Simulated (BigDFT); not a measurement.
BigDFT is run on the molecule CH10OSi4, and the run fails. The aim is a self-consistent single point with DFT, PBE, Daubechies wavelet basis, HGH (Krack) norm-conserving potentials made for PBE, isolated boundary conditions.

Input:

```yaml
# file: input.yaml
dft:
  hgrids: 0.33
  rmult: [5, 8]
  ixc: 11
  gnrm_cv: 1e-04
  itermax: 2
  idsx: 6
posinp:
  units: bohr
  positions:
  - Si: [5.493811790, -0.248498985, -0.786126068]
  - Si: [2.578153352, 1.397830414, 1.985157294]
  - Si: [-1.086025604, 1.516883160, -0.198421243]
  - O: [-3.659832586, 1.710958033, 1.636880769]
  - C: [-5.325059247, -0.008692740, 0.231113505]
  - Si: [-2.721772537, -2.235168060, -0.915761280]
  - H: [5.753460159, 1.424664525, -3.027152279]
  - H: [8.006013700, -0.547831604, 0.434825981]
  - H: [4.605640511, -2.758811169, -1.684690840]
  - H: [3.374483941, 3.962566711, 2.842148091]
  - H: [2.379354164, -0.256813780, 4.257363986]
  - H: [-1.241550064, 3.367680927, -2.311512996]
  - H: [-6.377636698, 0.964327241, -1.270273901]
  - H: [-6.686228974, -0.923698130, 1.493450556]
  - H: [-2.071895723, -4.287977549, 0.899887581]
  - H: [-3.020727210, -3.077796939, -3.586889157]
```

The program printed (abridged):

```
  #------------------------------------------------------------------- Self-Consistent Cycle
 Ground State Optimization:
 - Hamiltonian Optimization: &itrp001
   - Subspace Optimization: &itrep001-01
       Wavefunctions Iterations:
 iter:  1, EKS: -4.27065051348521649E+01, gnrm:  1.85E-01, D: -1.27E+00,
       -  &FINAL001  { #----------------------------------------------------------- iter: 2
 iter:  2, EKS: -4.31459131383641292E+01, gnrm:  1.85E-01, D: -4.39E-01,  #FINAL
        #WARNING: No convergence within the allowed number of minimization steps
        #WARNING: Wavefunctions not converged after cycle  1
        #Eigenvalues and New Occupation Numbers
       Orbitals: [
   [... 15 lines left out ...]
   [... lines left out ...]
  #WARNING: Self-consistent cycle did not meet convergence criteria
  #-------------------------------- Warnings obtained during the run, check their relevance!
 WARNINGS:
 BigDFT infocode                       :  1
   [... lines left out ...]
 -  {H: [ 1.261068401528E-02, -2.097633551279E-02, -5.633275002250E-03]} # 0009
 -  {H: [ 5.608572567881E-03,  4.210222328913E-03, -1.355989751063E-02]} # 0010
 -  {H: [ 1.510266207035E-03, -1.050586185883E-02, -3.035808919444E-03]} # 0011
 -  {H: [ 1.275655669833E-02, -1.295186203855E-02, -3.245649147419E-02]} # 0012
 -  {H: [ 1.424531428822E-02, -2.174174281373E-02, -3.070628763323E-02]} # 0013
 -  {H: [ 3.281680063285E-03, -1.749257828811E-02, -2.446919954361E-02]} # 0014
 -  {H: [ 1.581668927743E-02, -2.069166125336E-02, -1.175679490170E-02]} # 0015
 -  {H: [ 1.951630329500E-02, -2.728325200539E-02, -2.436994539293E-02]} # 0016
 Energy (Hartree)                      : -4.31459131383641292E+01
 Force Norm (Hartree/Bohr)             :  4.28798427464430254E-01
```

The fault is an iteration limit that is too low. The loop is cut before its threshold is met, so whatever is printed at the end is not self-consistent. To fix it, raise the limit. The run ended unconverged after 2 iterations.

An input that runs soundly differs in these lines (not the only fix; some lines may just follow from the change or write a value another way):
```diff
-  itermax: 2
+  itermax: 80
+  nrepmax: 3
```

With that input, the run converged in 14 iterations: total energy -1177.8143 eV; largest force (vector length) 1.619 eV/Å; dipole moment 1.10 D; highest occupied level -6.23 eV (DFT, PBE, Daubechies wavelet basis, HGH (Krack) norm-conserving potentials made for PBE, isolated boundary conditions).

On the sound run: the grid can part forces that symmetry would make equal. Forces above 1 eV/Å remain at this geometry. The geometry comes from a cheaper method or was typed, in some cases with atoms then moved at random; it is not relaxed at this level, and the species need not be a known compound.
